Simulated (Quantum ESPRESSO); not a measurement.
Different elements on one site among Ga Mo Os Ru

These are calculations, not measurements. They come from Quantum ESPRESSO 7.5, a public plane-wave density functional program. Each row is one single-point run on a made-up periodic cell of eight metal atoms, with elements, volume, strain and displacements drawn at random and not relaxed, so a cell may be unstable or far from any real phase. There is no spin polarisation or spin-orbit coupling.

Settings: PBE unless stated; PseudoDojo standard norm-conserving files; Fermi-Dirac width 0.25 eV, which means electrons at about 2900 K; cutoff 1143 eV; 6 x 6 x 5 k mesh shifted half a step off Gamma. E is the free energy of the whole cell (internal energy minus TS), so a -TS column is already part of it. Stress is positive in tension, and the pressure P is minus a third of its trace.

Checks: one run of this series was repeated at a higher cutoff and on a denser mesh, which moved values by no more than 0.004 eV, 0.02 GPa and 0.004 eV/Å, and a second program with other atomic files agreed on it to 2 % rms in force and 0.5 GPa in pressure. Known limits: heavy elements are run without spin-orbit coupling, which real alloys of them have; a spin test at this wide smearing found no moment, but such smearing suppresses magnetism that the real alloy may have.

The lattice is hexagonal close-packed, and the cell vectors in Å are (2.837, 0.011, 4.617); (2.809, -0.089, -4.600); (-2.891, 4.792, 0.044), a volume of 123.65 Å³. The elements on sites 1 to 8 are Mo Mo Ru X Ga Mo Mo Os. The runs change X and keep the cell and the displaced positions. The column v is a rough volume for each atom of the pure element, close to PBE values, from general knowledge and not from these runs. Energies are left out, as each element's file has its own zero.

| run | X | v (Å³) | -TS (eV) | force on X (eV/Å) | rms force (eV/Å) | P (GPa) |
|---|---|---|---|---|---|---|
| 1 | Pd | 15.3 | -1.651 | 1.528 | 0.594 | -2.05 |
| 2 | Nb | 18.1 | -1.680 | 1.800 | 0.812 | 4.76 |
| 3 | Hf | 22.5 | -1.649 | 2.252 | 0.962 | 9.52 |
| 4 | Mo | 15.8 | ? | ? | ? | ? |
| 5 | Al | 16.5 | -1.604 | 1.281 | 0.545 | -2.20 |

## Worked fit

A straight line through the runs shown gives P = -28.6 + 1.719 v GPa with v in Å³, an error of 0.395 on the slope and a scatter of 2.15 GPa. At this fixed volume the pressure tends to rise with the size of X.

## Withheld run

Question: what pressure should run 4, with Mo, give?

The fit gives -1.44 ± 2.57 GPa. The calculation gave 0.38 GPa.
